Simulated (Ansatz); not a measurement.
**SrC2N2O2 — ¹⁷O NMR of the central transition**

Cell: a measured structure from the Crystallography Open Database (COD), ions relaxed with PBE at fixed cell.

Space group R3c:H (No. 161); a = 11.8620, c = 12.6980 Å, γ = 120.00°.

| site | Wyckoff | site symmetry | x | y | z |
| --- | --- | --- | --- | --- | --- |
| Sr | 18b | 1 | 0.0050 | 0.6483 | 0.6206 |
| C7 | 18b | 1 | 0.9773 | 0.8785 | 0.7627 |
| C13 | 18b | 1 | 0.9571 | 0.8726 | 0.5028 |
| N19 | 18b | 1 | 0.0449 | 0.1317 | 0.5044 |
| N25 | 18b | 1 | 0.1020 | 0.9762 | 0.7617 |
| O31 | 18b | 1 | 0.9121 | 0.7485 | 0.4970 |
| O37 | 18b | 1 | 0.5748 | 0.8599 | 0.4341 |

One atom of each set is listed; the run and its k-mesh use a cell of 42 atoms with edges of 8.05, 8.05, 8.05 Å.

Computed with Ansatz: DFT, r2SCAN, plane waves and PAW, scalar-relativistic, 500 eV cutoff, Γ-centred 3×3×3 k-points, Fermi–Dirac smearing 0.02 eV.

¹⁷O has I = 5/2 and Q = -25.58 mb (Pyykkö 2018); at 11.7 T its Larmor frequency is ν₀ = 67.6 MHz. Only the quadrupole interaction is simulated: positions count from each site's isotropic chemical shift, and J coupling is left out, as are shift anisotropy and dipolar coupling, which fast spinning averages.

Task: What does the ¹⁷O spectrum (fast magic-angle spinning) show for each site?

Result: 

```tsv
site	first shell	C_Q (MHz)	η	P_Q (MHz)	δ_QIS (ppm)	breadth (kHz)
O31	1 C at 1.29 Å; also 3 Sr at 2.53–3.09 Å	-7.55	1.00	8.71	-99.7	14.7
O37	1 C at 1.30 Å; also 3 Sr at 2.53–2.79 Å	-7.57	0.90	8.54	-95.8	14.4
```

δ_QIS = −(ν_Q²/30ν₀²)[I(I+1) − 3/4](1 + η²/3) × 10⁶ ppm with ν_Q = 3|C_Q|/[2I(2I−1)]; it falls as 1/B₀² in ppm, and the breadth as 1/B₀ in kHz.

The broadest static pattern spans 51 kHz. The table holds for spinning faster than that; slower spinning leaves sidebands.

The largest force is 0.5 eV/Å, so the atoms aren't at the calculated equilibrium and relaxing them would move these values.
